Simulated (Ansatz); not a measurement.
AuCu3-type GdSi3

Method: PBE, scalar-relativistic; collinear spin; PAW, 420 eV, Γ-centred 8×8×4 mesh, 0.05 eV Gaussian smearing; code Ansatz; PAW files: Ansatz's generated set soft_2.

```yaml
crystal:
  lattice:
    - [4.13976, 0.00000, 0.00000]
    - [0.00000, 4.13976, 0.00000]
    - [0.00000, 0.00000, 8.27952]
  atoms:
    - { symbol: Gd, position: [0.00000, 0.00000, 0.00000] }
    - { symbol: Si, position: [0.00000, 0.50000, 0.25000] }
    - { symbol: Si, position: [0.50000, 0.50000, 0.00000] }
    - { symbol: Si, position: [0.50000, 0.00000, 0.25000] }
    - { symbol: Gd, position: [0.00000, 0.00000, 0.50000] }
    - { symbol: Si, position: [0.00000, 0.50000, 0.75000] }
    - { symbol: Si, position: [0.50000, 0.50000, 0.50000] }
    - { symbol: Si, position: [0.50000, 0.00000, 0.75000] }
```

The start was a prototype's sites filled with these elements, not a measured cell.

Magnetic state: antiferromagnetic, site spin moments Gd 6.85, -6.85 μB.

The cell above was scaled in volume, and shape and atoms were relaxed at each volume within its symmetry. Energies are counted from the cell above.

```
V (Å³/atom)  ΔE (meV/atom)  P (GPa)  largest moment (μB)
      16.76           15.1      5.2                 6.82
      17.03            7.8      3.6                 6.82
      17.38              ?        ?                    ?
      17.74            0.0      0.0                 6.85
      18.09            1.8     -1.6                 6.86
      18.45            6.8     -3.0                 6.86
      18.98           19.9     -4.9                 6.88
      19.51           38.8     -6.4                 6.88
```

Fill in the withheld row.

ΔE (meV/atom): 1.9, P (GPa): 1.7, largest moment (μB): 6.83.

What do the points give for the equilibrium volume, the bulk modulus and its pressure derivative (third-order Birch–Murnaghan)?

V0 = 17.74 Å³/atom, B0 = 82 GPa, B0′ = 4.0.

B0·V0 = 82.2 GPa × 17.74 Å³ = 9.10 eV/atom sets the scale: near the minimum ΔE ≈ ½ B0 V0 x², with x = V/V0 − 1, and a pressure of 0.8 GPa squeezes the volume by about 1 %. At the ends of the curve: x = −5.5 % predicts 13.7 meV/atom and the run gives 15.1; x = +10.0 % predicts 45.6 meV/atom and the run gives 38.8. Compression costs more and expansion less than the parabola says, since the crystal stiffens as it shrinks; B0′ measures that.

Without a U the 4f levels of Gd lie too near the Fermi level, so their share of the states there, and what hangs on it, is overstated. Scalar-relativistic only: spin–orbit splittings of the heavy atoms' levels are missing. The run wasn't fully tested for a lower electronic state. Site moments are of spin, integrated over atomic spheres. The run is a metal.
